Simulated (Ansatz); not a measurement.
InIr₃N (anti-perovskite, Pm-3m), r²SCAN in the plane-wave PAW code Ansatz, all energies at zero smearing, with the estimated change up to a 700 eV cutoff added, with one set of potentials and settings (totals compare only within such a set). Cell of 5 atoms (1 In, 3 Ir, 1 N): -41840.232 eV.

```
element              reference phase  E (eV/atom)
-------  ---------------------------  -----------
In       I4/mmm, 1 atoms in the cell   -5611.8204
Ir        Fm-3m, 1 atoms in the cell  -11948.7272
N          Pa-3, 8 atoms in the cell    -384.8315
```

Formation energy per atom, worked out: (-41840.232 − 1×(-5611.8204) − 3×(-11948.7272) − 1×(-384.8315))/5 = 0.520 eV/atom (50 kJ per mol of atoms), at 0 K, without zero-point energy or fitted corrections.

The start of the workflow was typed in or built on a structure type; neither database checked (COD, Materials Project) lists it. Whether it is the stable phase at ambient conditions was not checked. The cell was relaxed with r²SCAN under the symmetry of its start; whether a distortion lowers the energy is not shown. The workflow began spin-polarised and lost its moments. Its formation energy is positive at this level, so the cell may be metastable or incomplete. The references are the lowest solids computed at this level, not always the standard phases (solids in place of the gases). Scalar-relativistic: spin–orbit coupling is off unless named, which matters more the heavier the elements.

Potentials: the later of the program's two PAW sets.
